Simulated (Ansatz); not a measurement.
SnGe3:
```yaml
crystal:
  lattice:
    - [-2.19702, 2.19702, 4.25144]
    - [2.19702, -2.19702, 4.25144]
    - [2.19702, 2.19702, -4.25144]
  atoms:
    - { symbol: Sn, position: [0.00000, 0.00000, 0.00000] }
    - { symbol: Ge, position: [0.75000, 0.25000, 0.50000] }
    - { symbol: Ge, position: [0.25000, 0.75000, 0.50000] }
    - { symbol: Ge, position: [0.50000, 0.50000, 0.00000] }
```

Relaxed with PBEsol. Special points in fractions of this cell's reciprocal vectors: Γ (0.000, 0.000, 0.000); X (0.000, 0.000, 0.500); P (0.250, 0.250, 0.250); N (0.000, 0.500, 0.000); M (0.500, 0.500, -0.500); S (0.317, 0.683, -0.317); S0 (-0.317, 0.317, 0.317); R (-0.134, 0.134, 0.500); G (0.500, 0.500, -0.134).

Question: List the band energies nearest the Fermi level at these points for PBEsol with spin–orbit coupling (plane waves, PAW; program Ansatz).

Answer: In eV from the Fermi level; about four levels below and three above (degenerate sets whole), none deeper than 8.9 eV; points with the same levels are listed once.

| k | below | above |
|---|---|---|
| Γ | -0.65 -0.65 -0.42 -0.42 | 1.92 1.92 2.19 2.19 |
| X | -0.20 -0.20 -0.01 -0.01 | 0.24 0.24 5.31 5.31 |
| P | -3.72 -3.72 -3.29 -3.29 | 3.68 3.68 3.71 3.71 |
| N | -1.77 -1.77 -1.69 -1.69 | 1.12 1.12 1.53 1.53 |
| M | -4.39 -4.39 -4.34 -4.34 | 2.00 2.00 2.44 2.44 |
| S | -0.76 -0.76 -0.06 -0.06 | 0.02 0.02 0.50 0.50 |
| R | -0.64 -0.64 -0.13 -0.13 | 0.21 0.21 0.51 0.51 |

Space group I4/mmm. The first step of the workflow began from a Materials Project structure, measured or hypothetical; the Crystallography Open Database copy checked does not list it. Whether it is the stable phase at ambient conditions was not checked. Symmetry was held in the PBEsol relaxation; phonons show weakly imaginary modes. Its formation energy is positive at this level, so the cell may be metastable or incomplete.

Potentials: the later of the program's two PAW sets.
